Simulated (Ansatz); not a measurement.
A geometry of Pb away from equilibrium: the start of the relaxation of a relaxed Pb cell, doubled along one cell vector, shaken by Gaussian noise of σ = 0.08 Å a coordinate. All values below come from r2SCAN (plane waves to 500 eV, PAW, scalar-relativistic; Ansatz, an electronic-structure program). Γ-centred k-mesh 10×10×5 on the run's cell (coarser than for final values), Fermi–Dirac smearing 0.05 eV.

```xyz
4
Lattice="0.0000 2.5034 5.5694 2.4958 0.0000 5.5694 4.9916 5.0069 0.0000" Properties=species:S:1:pos:R:3 pbc="T T T"
Pb     2.4983     2.5801     1.6460
Pb     5.0752     4.8536     1.7391
Pb     2.5381     2.4890     9.3937
Pb     5.0285     5.0451     9.4099
```

Q: Predict the force on each atom, in eV/Å.

A: 
```
atom     Fx     Fy     Fz
----  -----  -----  -----
Pb1   -0.02  -0.11  -0.06
Pb2   -0.01   0.28  -0.46
Pb3    0.10   0.04   0.19
Pb4   -0.07  -0.22   0.32
```

Q: What is the pressure?

A: +0.7 GPa, compression positive.

No spin polarisation in the result.

The end of the path is a generated cell of Pb: the first start was made by placing the elements on the sites of a structure type, and the end was not matched to a known phase here, so it may be hypothetical. Known forms of Pb include space group No. 225.
